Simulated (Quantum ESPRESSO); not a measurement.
# Band energies of LiC at -3 % isotropic strain

```xyz
4
Lattice="-1.7334 2.3313 2.5723 1.7334 -2.3313 2.5723 1.7334 2.3313 -2.5723" Properties=species:S:1:pos:R:3 pbc="T T T"
Li     0.0000     2.3313     1.2357
Li     1.7334     0.0000     1.3367
C      0.0000     4.0355     0.0000
C      0.0000     0.6271     0.0000
```

PBEsol (pw.x of Quantum ESPRESSO, ONCV potentials, without SOC); path ΓXLTWRX1ZΓYSW,L1Y,Y1Z; energies in eV from the valence-band maximum.

| k (1/Å) | point | band 3 | band 4 | band 5 | band 6 | band 7 | band 8 | band 9 | band 10 |
|---|---|---|---|---|---|---|---|---|---|
| 0.00 | Γ | -12.46 | -2.12 | -2.08 | -0.40 | -0.27 | 2.95 | 6.47 | 8.24 |
| 0.33 |  | -12.38 | -2.14 | -2.10 | -0.70 | -0.62 | 3.27 | 5.61 | 8.35 |
| 0.77 |  | -12.12 | -2.63 | -2.58 | -1.35 | -0.90 | 4.59 | 4.61 | 7.10 |
| 1.21 |  | -11.99 | -3.57 | -2.54 | -2.04 | -0.78 | 5.67 | 6.47 | 7.09 |
| 1.32 | X | -12.00 | -3.80 | -2.32 | -2.16 | -0.80 | 6.15 | 6.91 | 7.28 |
| 1.32 | L | -12.00 | -3.82 | -2.30 | -2.15 | -0.74 | 5.85 | 6.86 | 7.61 |
| 1.43 |  | -12.01 | -3.73 | -2.39 | -2.06 | -0.61 | 5.15 | 6.54 | 7.99 |
| 1.89 |  | -12.04 | -3.55 | -2.28 | -1.71 | -0.29 | 3.33 | 5.53 | 10.23 |
| 2.01 | T | -12.04 | -3.54 | -2.25 | -1.69 | -0.29 | 3.26 | 5.48 | 10.64 |
| 2.37 |  | -12.04 | -3.44 | -2.40 | -2.01 | -0.08 | 3.73 | 5.74 | 10.28 |
| 2.62 | W | -12.03 | -3.38 | -2.49 | -2.15 | 0.00 | 4.00 | 5.88 | 10.17 |
| 2.84 |  | -12.03 | -3.26 | -2.81 | -1.73 | -0.21 | 3.78 | 6.16 | 9.77 |
| 3.18 |  | -12.04 | -3.17 | -2.84 | -1.06 | -0.87 | 3.21 | 7.23 | 8.92 |
| 3.29 | R | -12.04 | -3.20 | -2.78 | -1.00 | -0.94 | 3.15 | 7.46 | 8.63 |
| 3.61 |  | -12.02 | -3.11 | -3.02 | -1.45 | -0.75 | 3.96 | 7.22 | 7.50 |
| 4.03 | X1 | -12.00 | -3.80 | -2.32 | -2.16 | -0.80 | 6.15 | 6.91 | 7.28 |
| 4.40 |  | -12.04 | -4.28 | -2.39 | -1.45 | -1.00 | 7.46 | 7.72 | 7.82 |
| 4.52 | Z | -12.05 | -4.32 | -2.41 | -1.31 | -1.07 | 7.41 | 7.89 | 7.89 |
| 4.80 |  | -12.10 | -4.12 | -2.53 | -1.19 | -0.77 | 7.12 | 7.67 | 7.73 |
| 5.18 |  | -12.28 | -3.32 | -2.52 | -0.76 | -0.29 | 5.04 | 7.02 | 8.71 |
| 5.56 |  | -12.44 | -2.32 | -2.17 | -0.34 | -0.34 | 3.25 | 6.54 | 8.33 |
| 5.74 | Γ | -12.46 | -2.12 | -2.08 | -0.40 | -0.27 | 2.95 | 6.47 | 8.24 |
| 5.84 |  | -12.45 | -2.49 | -1.70 | -0.45 | -0.28 | 3.04 | 6.45 | 8.27 |
| 6.22 |  | -12.34 | -3.77 | -1.29 | -0.52 | -0.38 | 4.58 | 6.31 | 8.35 |
| 6.59 |  | -12.16 | -4.36 | -2.05 | -0.97 | -0.28 | 6.57 | 6.85 | 7.48 |
| 6.88 |  | -12.07 | -4.36 | -2.34 | -1.24 | -0.85 | 7.40 | 7.61 | 7.62 |
| 6.97 | Y | -12.05 | -4.33 | -2.39 | -1.29 | -1.00 | 7.40 | 7.79 | 7.80 |
| 7.28 |  | -12.12 | -4.36 | -2.18 | -1.09 | -0.53 | 6.84 | 7.15 | 7.70 |
| 7.69 |  | -12.23 | -4.46 | -1.15 | -0.73 | -0.47 | 5.62 | 6.19 | 8.76 |
| 7.80 | S | -12.23 | -4.46 | -1.00 | -0.71 | -0.56 | 5.57 | 6.14 | 9.07 |
| 8.07 |  | -12.19 | -4.31 | -1.26 | -1.15 | -0.31 | 5.47 | 5.62 | 9.51 |
| 8.34 |  | -12.10 | -3.90 | -2.01 | -1.59 | -0.12 | 4.52 | 5.76 | 10.22 |
| 8.70 | W | -12.03 | -3.38 | -2.49 | -2.15 | 0.00 | 4.00 | 5.88 | 10.17 |
| 8.70 | L1 | -12.00 | -3.82 | -2.30 | -2.15 | -0.74 | 5.85 | 6.86 | 7.61 |
| 9.00 |  | -12.04 | -4.25 | -2.35 | -1.57 | -0.88 | 7.16 | 7.65 | 7.75 |
| 9.20 | Y | -12.05 | -4.33 | -2.39 | -1.29 | -1.00 | 7.40 | 7.79 | 7.80 |
| 9.20 | Y1 | -12.05 | -4.33 | -2.39 | -1.29 | -1.00 | 7.40 | 7.79 | 7.80 |
| 9.32 | Z | -12.05 | -4.32 | -2.41 | -1.31 | -1.07 | 7.41 | 7.89 | 7.89 |

The PBEsol gap is indirect, 2.95 eV, from W to Γ; the smallest direct gap is 3.22 eV.

Geometry strained from the cell relaxed with PBEsol, atoms relaxed again.

Letters of k points follow the standard setting of the lattice, whose axes may be ordered differently from the printed cell.
